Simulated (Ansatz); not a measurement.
**Question.** Each is relaxed and computed with DFT-PBE in the program Ansatz with PAW potentials. Which is the only metal?
A) WS2, P6_3/mmc (W on 2c, S on 4f)
B) SiO2, P4_2/nmc (Si on 2a, O on 4d)
C) SiGe, Pmma (Si on 2e, Si on 2f, Ge on 2e, Ge on 2f)
D) Si2W, P6/mmm (W on 1a, Si on 2d)

**Answer.** D, Si2W, P6/mmm (W on 1a, Si on 2d). Si2W: metal; SiGe: gap 0.37 eV (indirect); SiO2: gap 5.04 eV (indirect); WS2: gap 1.63 eV (indirect). Constructed cells (a structure type filled with these elements, in neither database checked): Si2W, P6/mmm (W on 1a, Si on 2d); SiO2, P4_2/nmc (Si on 2a, O on 4d). Typed or built starts, not in the databases checked: SiGe, Pmma (Si on 2e, Si on 2f, Ge on 2e, Ge on 2f). Not the usual ambient phase: Si2W, P6/mmm (W on 1a, Si on 2d); SiO2, P4_2/nmc (Si on 2a, O on 4d). Relaxed far from the usual cell of the phase: WS2, P6_3/mmc (W on 2c, S on 4f). Weakly bound layers, chains or molecules computed without a dispersion correction, so cells and soft constants are ill determined: WS2, P6_3/mmc (W on 2c, S on 4f). All cells were relaxed under the symmetry of their starts (and spin orders); stability against distortions was not tested throughout. Rows with no word on spin ran without spin polarisation. Scalar-relativistic: spin–orbit coupling is off unless named, which matters more the heavier the elements.

Potentials: the later of the program's two PAW sets.
